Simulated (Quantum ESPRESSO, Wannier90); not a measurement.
**HgTe (P3₂21), plane waves to Wannier functions**

```yaml
crystal:
  lattice:
    - [4.66293, 0.00000, 0.00000]
    - [-2.33147, 4.03822, 0.00000]
    - [0.00000, 0.00000, 10.40800]
  atoms:
    - { symbol: Hg, position: [0.68832, 0.68832, 0.00000] }
    - { symbol: Hg, position: [0.31168, 0.00000, 0.66667] }
    - { symbol: Hg, position: [0.00000, 0.31168, 0.33333] }
    - { symbol: Te, position: [0.51372, 0.51372, 0.50000] }
    - { symbol: Te, position: [0.48628, 0.00000, 0.16667] }
    - { symbol: Te, position: [0.00000, 0.48628, 0.83333] }
```

Cell from Materials Project (mp-1071269), symmetrised, no further relaxation. Not found in the COD (Crystallography Open Database) copy used, which has the formula in other groups; not checked further. Level: PBEsol, no spin polarisation, no spin-orbit coupling; pw.x of Quantum ESPRESSO at 66 Ry with PseudoDojo potentials, 4×4×4 k-points, Wannier90. Density: 12×12×4 mesh, Gaussian smearing 0.01 Ry. The cell is built of weakly bound layers, chains or molecules. Database cells relaxed without dispersion often hold them too far apart, which can enlarge gaps and weakens couplings between them; spacing and stacking were not compared with the measured crystal. Spin-orbit coupling is left out although heavy elements are present.

The plane-wave run has 84 bands and 108 electrons a cell. On the energy scale of pw.x, whose zero is arbitrary, the valence-band maximum lies at 9.04 eV.

Isolated groups of bands, relative to the valence-band maximum (bands from 55 on overlap up to the last one computed):

```tsv
bands	from (eV)	to (eV)	filling	weight on atomic waves
1–3	-115.01	-115.01	filled	Hg 5s 100 %
4–12	-63.36	-63.23	filled	Hg 5p 100 %
13–27	-36.59	-36.45	filled	Te 4d 100 %
28–30	-11.89	-10.61	filled	Te 5s 83 %, Hg 5d 8 %, Hg 6s 7 %
31–45	-7.60	-6.02	filled	Hg 5d 94 %
46–54	-5.14	0.00	filled	Te 5p 72 %, Hg 6s 17 %, Hg 5d 6 %
```

Input w.win, without the blocks of cell, atoms and k-points (64 lines):

```
num_bands = 42
num_wann = 24
exclude_bands = 1-27,31-45
num_iter = 1000
conv_tol = 1.0e-6
conv_window = 4
dis_num_iter = 1000
dis_conv_tol = 1.0e-6
dis_froz_max = 16.91
write_hr = true
write_u_matrices = true
begin projections
f=-0.31870,-0.32323,0.00164: s;p
f=0.30069,-0.00067,-0.33381: s;p
f=-0.00443,0.31731,0.33054: s;p
f=-0.48980,-0.48138,0.50351: s;p
f=0.48659,-0.00936,0.16887: s;p
f=-0.01150,0.48064,-0.16845: s;p
end projections
mp_grid = 4 4 4
```

wannier90.x stops with:
```
dis_windows: More states in the frozen window than target WFs
```
At some k-point more bands lie below dis_froz_max than there are Wannier functions, and every frozen state has to fit into the subspace. Mended as below, all else unchanged, the run goes through (Ω_I = 52.7 Å²) and follows the plane-wave bands to 8.6 meV rms (states up to 1.6 eV relative to the valence-band maximum).
```
dis_froz_max = 11.18
```
